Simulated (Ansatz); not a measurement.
GaSiGeN:
Space group R3m, hexagonal axes (No. 160); a = b = 3.587 Å, c = 18.053 Å, α = β = 90.00°, γ = 120.00°

```json
[
 {"atom": "Ga", "site": "3a", "symmetry": "3m", "x": "0.0000", "y": "0.0000", "z": "0.9852"},
 {"atom": "N", "site": "3a", "symmetry": "3m", "x": "0.0000", "y": "0.0000", "z": "0.8759"},
 {"atom": "Ge", "site": "3a", "symmetry": "3m", "x": "0.0000", "y": "0.0000", "z": "0.5108"},
 {"atom": "Si", "site": "3a", "symmetry": "3m", "x": "0.0000", "y": "0.0000", "z": "0.3780"}
]
```
(The calculation used a cell of 4 atoms; values per cell refer to that cell.)

Relaxed at zero pressure with r²SCAN (plane waves, PAW; program Ansatz).

Problem. The volume is raised by 9 % and shape and atoms relax at that volume. What pressure results, and how do the axes share the change?

Solution. -6.2 GPa; a 3.4 %, b 3.4 %, c 2.0 %; the energy rises by 32 meV/atom.

Problem. Give the new structure.

Solution. 
Space group R3m, hexagonal axes (No. 160); a = b = 3.709 Å, c = 18.405 Å, α = β = 90.00°, γ = 120.00°

```json
[
 {"atom": "Ga", "site": "3a", "symmetry": "3m", "x": "0.0000", "y": "0.0000", "z": "0.0144"},
 {"atom": "N", "site": "3a", "symmetry": "3m", "x": "0.0000", "y": "0.0000", "z": "0.1229"},
 {"atom": "Ge", "site": "3a", "symmetry": "3m", "x": "0.0000", "y": "0.0000", "z": "0.4892"},
 {"atom": "Si", "site": "3a", "symmetry": "3m", "x": "0.0000", "y": "0.0000", "z": "0.6235"}
]
```

The phase is kept; no other phase was compared at this pressure.

The start of the workflow was typed in or built on a structure type; neither database checked (COD, Materials Project) lists it. Its standing as an ambient phase is unchecked. The r²SCAN relaxation kept the symmetry of its start; its stability against distortions is not shown here. Its formation energy is positive at this level, so the cell may be metastable or incomplete.

Potentials: the earlier of the program's two PAW sets. The files were generated under PBE; for other functionals the program regenerates the frozen cores, and for LDA and PBEsol the local potential too.
